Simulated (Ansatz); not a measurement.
What U does to EuGe2 (P-3m1)

```
Eu Ge
1.0
     4.35825    0.00000    0.00000
    -2.17913    3.77436    0.00000
     0.00000    0.00000    4.29063
Eu Ge
1 2
Direct
  0.00000 0.00000 0.00000
  0.66667 0.33333 0.51573
  0.33333 0.66667 0.48427
```

The source of the geometry is a structure from the Materials Project; atoms and cell stay fixed.

Settings: LDA, 8×8×7 k mesh, Fermi–Dirac smearing of 0.03 eV. PAW means Ansatz 0.2.0 on its default frozen-core files; LAPW is all-electron LAPW in Ansatz 0.2.0. Site moments are integrated in spheres about the atoms, whose radii differ between the methods. Start moments of the first PAW run (μB): Eu1 7.

U is Dudarev's effective value on Löwdin-orthogonalised free-atom orbitals with fully localised double counting, unless a row says otherwise (a row with U and J takes Liechtenstein's form); the search for lower states is left at its default. Gaps are Kohn–Sham gaps on the k mesh over both spins.

| run | largest site moment PAW (μB) | largest site moment LAPW (μB) | gap PAW (eV) | gap LAPW (eV) | Eu f electrons PAW | electrons LAPW | P PAW (GPa) | P LAPW (GPa) |
| --- | --- | --- | --- | --- | --- | --- | --- | --- |
| no U | 6.72 | 6.71 | metal | metal | 6.80 | 6.78 | -4.5 | -4.4 |
| U = 2 eV on Eu f | 6.80 | 6.80 | metal | metal | 6.87 | 6.87 | -3.7 | -3.6 |
| U = 4 eV on Eu f | 6.87 | 6.86 | metal | metal | 6.93 | 6.93 | -3.0 | -2.9 |
| U = 6 eV on Eu f | 6.90 | 6.90 | metal | metal | 6.96 | 6.96 | -2.5 | -2.4 |

The PAW files were made with PBE; the program remakes their cores once for the run's functional and then keeps them frozen. Spin–orbit coupling is left out although heavy atoms are present. In at least one run the program's final test of stability wasn't made or came to no verdict. With open f shells a run can end in a state that isn't the lowest. The magnetic state is the one that this cell and start allow. It needn't be the compound's measured order, which may need a larger cell or be absent.
